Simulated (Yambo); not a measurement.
Yambo run on BeO (wurtzite, space group P6_3mc, No. 186). The wavefunctions are LDA (pw.x of Quantum ESPRESSO, ONCV potentials, scalar-relativistic) ones on a 6×6×4 mesh (10 occupied bands); a = b = 2.661 Å, c = 4.324 Å, α = β = 90.00°, γ = 120.00°.

Yambo input:

```
rim_cut
gw0
dyson
el_el_corr
HF_and_locXC
ppa
em1d
RandQpts= 1000000
RandGvec= 1 Ry
EXXRLvcs= 88 Ry
VXCRLvcs= 352 Ry
Chimod= "HARTREE"
% BndsRnXp
 3 | 52 |
%
NGsBlkXp= 10 Ry
% LongDrXp
 1.0 | 1.0 | 1.0 |
%
PPAPntXp= 27.2114 eV
% GbndRnge
 1 | 52 |
%
GTermKind= "none"
DysSolver= "n"
ExtendOut
% QPkrange
 1 | 1 | 10 | 11 |
%
```

k points by index: 1 = Γ.

Table of the .qp output:

```
#    K-point    Band    Eo [eV]    E [eV]    E-Eo [eV]    Vxc [eV]    Vnlxc [eV]    Sc|Eo [eV]    Sc|E [eV]    dSc/dw|Eo [eV]    Re(Z)    Im(Z)
#
    1    10    0.000000    -1.215762    -1.215762    -20.58361    -26.27771    4.219618    4.478341    -5.790418    0.824542    -0.831867E-3
    1    11    8.044772    9.658049    1.613277    -14.20741    -8.561247    -3.763440    -4.032890    -4.544663    0.856888    -0.706152E-3
```
(The two width columns are left out.) Convergence of these settings isn't established.

Geometry relaxed with LDA.
